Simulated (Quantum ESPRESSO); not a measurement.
## Al2Ta2Zr3Mo (input and log of a self-consistent run)

Simulated, not a measurement. The program is pw.x of Quantum ESPRESSO 7.5 (plane-wave density functional theory). The cell is made up: eight metal atoms on a face-centred cubic lattice, with elements, volume, strain and displacements drawn at random and not relaxed, so it may be unstable or far from any real phase. PseudoDojo standard norm-conserving files set the functional (PBE unless stated); there is no spin polarisation or spin-orbit coupling, the Fermi-Dirac width of 0.25 eV means electrons at about 2900 K, and the masses in the input are unused placeholders. Heavy elements are run without spin-orbit coupling, which real alloys of them have. A spin test at this wide smearing found no moment, but such smearing suppresses magnetism that the real alloy may have.

Input:

```
&control calculation='scf', pseudo_dir='./dojo.nc.sr.pbe.v0_5.standard.upf', outdir='./o', disk_io='minimal', tprnfor=.true., tstress=.true. /
&system ibrav=0, nat=8, ntyp=4, nbnd=57, ecutwfc=79.96652505, nosym=.true., tot_charge=0,
 occupations='smearing', smearing='fd', degauss=0.0183746611
/
&electrons conv_thr=1.470e-08, electron_maxstep=70, mixing_beta=0.5 /
ATOMIC_SPECIES
Al 1.0 Al.upf
Mo 1.0 Mo.upf
Ta 1.0 Ta.upf
Zr 1.0 Zr.upf
CELL_PARAMETERS angstrom
-2.2536 -4.4777 -2.1357
-4.3601 2.154 2.1582
0.0708 4.4805 -4.3475
ATOMIC_POSITIONS angstrom
Al 0.0541 -0.0441 -0.129
Ta 0.0348 2.1901 -2.2183
Zr -2.0814 2.2451 -0.0324
Al -2.2276 4.48 -2.0525
Zr -2.2469 -0.1352 -2.1367
Zr -2.1252 2.2023 -4.3711
Mo -4.3694 -0.0572 0.0772
Ta -4.3822 2.1718 -2.1778
K_POINTS automatic
5 5 4 1 1 1
```

The log is shortened where brackets say so; the opening notice, blank lines, dates and the lines on written files are dropped, and the path of the files is cut. It prints rydbergs, bohrs and kilobars, and counts compression as positive stress. Its total energy is the free energy E - TS of the whole cell.

```
     Program PWSCF v.7.5
     Parallel version (MPI & OpenMP), running on       4 processor cores
     Number of MPI processes:                 4
     Threads/MPI process:                     1
     [start-up lines left out]
     bravais-lattice index     =            0
     lattice parameter (alat)  =      10.2968  a.u.
     unit-cell volume          =    1141.3882 (a.u.)^3
     number of atoms/cell      =            8
     number of atomic types    =            4
     number of electrons       =        82.00
     number of Kohn-Sham states=           57
     kinetic-energy cutoff     =      79.9665  Ry
     charge density cutoff     =     319.8661  Ry
     scf convergence threshold =      1.5E-08
     mixing beta               =       0.5000
     number of iterations used =            8  plain     mixing
     Exchange-correlation= PBE
                           (   1   4   3   4   0   0   0)
     [axes and pseudopotential details left out]
   Cartesian axes
     site n.     atom                  positions (alat units)
         1        Al     tau(   1) = (   0.0099287  -0.0080935  -0.0236748  )
         2        Ta     tau(   2) = (   0.0063867   0.4019397  -0.4071151  )
         3        Zr     tau(   3) = (  -0.3819904   0.4120336  -0.0059462  )
         4        Al     tau(   4) = (  -0.4088219   0.8221952  -0.3766865  )
         5        Zr     tau(   5) = (  -0.4123639  -0.0248127  -0.3921394  )
         6        Zr     tau(   6) = (  -0.3900288   0.4041787  -0.8022092  )
         7        Mo     tau(   7) = (  -0.8018972  -0.0104977   0.0141682  )
         8        Ta     tau(   8) = (  -0.8042464   0.3985811  -0.3996823  )
     number of k points=    50  Fermi-Dirac smearing, width (Ry)=  0.0184
                       cart. coord. in units 2pi/alat
        k(    1) = (  -0.1752512   0.0285607  -0.1300851), wk =   0.0400000
        k(    2) = (  -0.2160319   0.1427294  -0.3264189), wk =   0.0400000
     [further k points left out]
     Dense  grid:   110241 G-vectors     FFT dimensions: (  60,  60,  72)
     Estimated max dynamical RAM per process >     340.21 MB
     Estimated total dynamical RAM >       1.25 GB
     Initial potential from superposition of free atoms
     starting charge      81.9848, renormalised to      82.0000
     Starting wfcs are   68 randomized atomic wfcs
     total cpu time spent up to now is        4.0 secs
     per-process dynamical memory:   258.4 Mb
     Self-consistent Calculation
     iteration #  1     ecut=    79.97 Ry     beta= 0.50
     Davidson diagonalization with overlap
     ethr =  1.00E-02,  avg # of iterations =  2.3
     total cpu time spent up to now is       10.9 secs
     total energy              =    -713.10809651 Ry
     estimated scf accuracy    <       1.53094451 Ry
     iteration #  2     ecut=    79.97 Ry     beta= 0.50
     Davidson diagonalization with overlap
     ethr =  1.87E-03,  avg # of iterations =  4.1
     total cpu time spent up to now is       19.3 secs
     total energy              =    -712.86093408 Ry
     estimated scf accuracy    <      14.88696815 Ry
     iteration #  3     ecut=    79.97 Ry     beta= 0.50
     Davidson diagonalization with overlap
     ethr =  1.87E-03,  avg # of iterations =  2.2
     total cpu time spent up to now is       26.1 secs
     total energy              =    -713.90428178 Ry
     estimated scf accuracy    <       0.40048882 Ry
     iteration #  4     ecut=    79.97 Ry     beta= 0.50
     Davidson diagonalization with overlap
     ethr =  4.88E-04,  avg # of iterations =  2.7
     total cpu time spent up to now is       32.6 secs
     total energy              =    -713.94021805 Ry
     estimated scf accuracy    <       0.09065075 Ry
     iteration #  5     ecut=    79.97 Ry     beta= 0.50
     Davidson diagonalization with overlap
     ethr =  1.11E-04,  avg # of iterations =  5.6
     total cpu time spent up to now is       40.7 secs
     total energy              =    -713.95182753 Ry
     estimated scf accuracy    <       0.07228655 Ry
     [iterations 6 to 11 left out]
     iteration # 12     ecut=    79.97 Ry     beta= 0.50
     Davidson diagonalization with overlap
     ethr =  1.94E-08,  avg # of iterations =  5.2
     total cpu time spent up to now is       88.2 secs
     total energy              =    -713.96047945 Ry
     estimated scf accuracy    <       0.00000184 Ry
     iteration # 13     ecut=    79.97 Ry     beta= 0.50
     Davidson diagonalization with overlap
     ethr =  2.24E-09,  avg # of iterations =  3.5
     total cpu time spent up to now is       95.4 secs
     total energy              =    -713.96047979 Ry
     estimated scf accuracy    <       0.00000066 Ry
     iteration # 14     ecut=    79.97 Ry     beta= 0.50
     Davidson diagonalization with overlap
     ethr =  7.99E-10,  avg # of iterations =  1.8
     total cpu time spent up to now is      101.4 secs
     total energy              =    -713.96047986 Ry
     estimated scf accuracy    <       0.00000006 Ry
     iteration # 15     ecut=    79.97 Ry     beta= 0.50
     Davidson diagonalization with overlap
     ethr =  6.76E-11,  avg # of iterations =  4.8
     total cpu time spent up to now is      109.0 secs
     total energy              =    -713.96047987 Ry
     estimated scf accuracy    <       0.00000007 Ry
     iteration # 16     ecut=    79.97 Ry     beta= 0.50
     Davidson diagonalization with overlap
     ethr =  6.76E-11,  avg # of iterations =  2.0
     total cpu time spent up to now is      115.0 secs
     End of self-consistent calculation
     [lines on levels left out]
!    total energy              =    -713.96047986 Ry
     estimated scf accuracy    <       0.00000001 Ry
     smearing contrib. (-TS)   =      -0.13763801 Ry
     internal energy E=F+TS    =    -713.82284185 Ry
     The total energy is F=E-TS. E is the sum of the following terms:
     one-electron contribution =    -204.19566200 Ry
     hartree contribution      =     130.40079187 Ry
     xc contribution           =    -143.63751659 Ry
     ewald contribution        =    -496.39045513 Ry
     convergence has been achieved in  16 iterations
     Forces acting on atoms (cartesian axes, Ry/au):
     atom    1 type  1   force =     0.01202782    0.00385907    0.01525425
     atom    2 type  3   force =     0.01524424    0.01323654    0.00012237
     atom    3 type  4   force =    -0.04361574   -0.03260293   -0.00025619
     atom    4 type  1   force =    -0.00526755   -0.01122325   -0.02994038
     atom    5 type  4   force =     0.02386200    0.04023614   -0.01336146
     atom    6 type  4   force =     0.00540020   -0.00574265    0.03313725
     atom    7 type  2   force =    -0.01572872   -0.00856607    0.01184972
     atom    8 type  3   force =     0.00807775    0.00080316   -0.01680556
     Total force =     0.095666     Total SCF correction =     0.000271
     Computing stress (Cartesian axis) and pressure
          total   stress  (Ry/bohr**3)                   (kbar)     P=      -96.00
  -0.00054499  -0.00010190  -0.00003014          -80.17      -14.99       -4.43
  -0.00010190  -0.00072265  -0.00002360          -14.99     -106.31       -3.47
  -0.00003014  -0.00002360  -0.00069012           -4.43       -3.47     -101.52
     init_run     :      3.82s CPU      3.96s WALL (       1 calls)
     electrons    :    110.75s CPU    110.99s WALL (       1 calls)
     forces       :      1.36s CPU      1.37s WALL (       1 calls)
     stress       :      4.76s CPU      4.87s WALL (       1 calls)
     [timing details left out]
     PWSCF        :   2m 0.79s CPU   2m 1.30s WALL
     JOB DONE.
```

In other units: free energy -9713.927 eV for the cell, pressure -9.60 GPa, largest force component 1.121 eV/Å in size. The run took 123 s of wall time with four MPI processes on a shared machine (AMD EPYC, Zen 5, virtual cores), so the time is rough. A rerun of this cell at a higher cutoff and on a denser mesh moved values by no more than 0.007 eV in energy, 0.03 GPa in stress and 0.007 eV/Å in force, and a second program with other atomic files agreed on that cell to 2 % rms in force and 0.5 GPa in pressure.